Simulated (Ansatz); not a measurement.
# Ba (bcc)

The computed numbers are results of r²SCAN, scalar-relativistic (no spin polarisation) in the plane-wave PAW code Ansatz at 500 eV, 12×12×12 k-mesh, Gaussian smearing of 0.05 eV; PAW files: Ansatz's generated set soft_2.

```yaml
crystal:
  lattice:
    - [-2.53675, 2.53675, 2.53675]
    - [2.53675, -2.53675, 2.53675]
    - [2.53675, 2.53675, -2.53675]
  atoms:
    - { symbol: Ba, position: [0.00000, 0.00000, 0.00000] }
```

The cell is relaxed to zero pressure at this level.

Path: Γ–H–N–Γ–P–H | P–N, with Γ = (0.000, 0.000, 0.000), H = (0.500, -0.500, 0.500), N = (0.000, 0.000, 0.500), P = (0.250, 0.250, 0.250) in reciprocal vectors of the calculation's cell.

**Question.** Is it a metal or an insulator, and if it has a gap, where are the band edges on this path?

**Answer.** A metal: bands cross the Fermi level.

Levels between -5 and 2 eV from the Fermi level at the path's named points:
| point | below E_F (eV) | above E_F (eV) |
| --- | --- | --- |
| Γ | -2.83 |  |
| H | -0.55 -0.55 |  |
| N | -0.82 | 0.91 1.11 |
| P |  | 0.56 0.56 0.56 |

Spin–orbit coupling, which matters for such heavy elements, is left out. The relaxed cell is 4 % larger in volume than the cell of this structure in the Crystallography Open Database (62.50 Å³/atom, 1963).
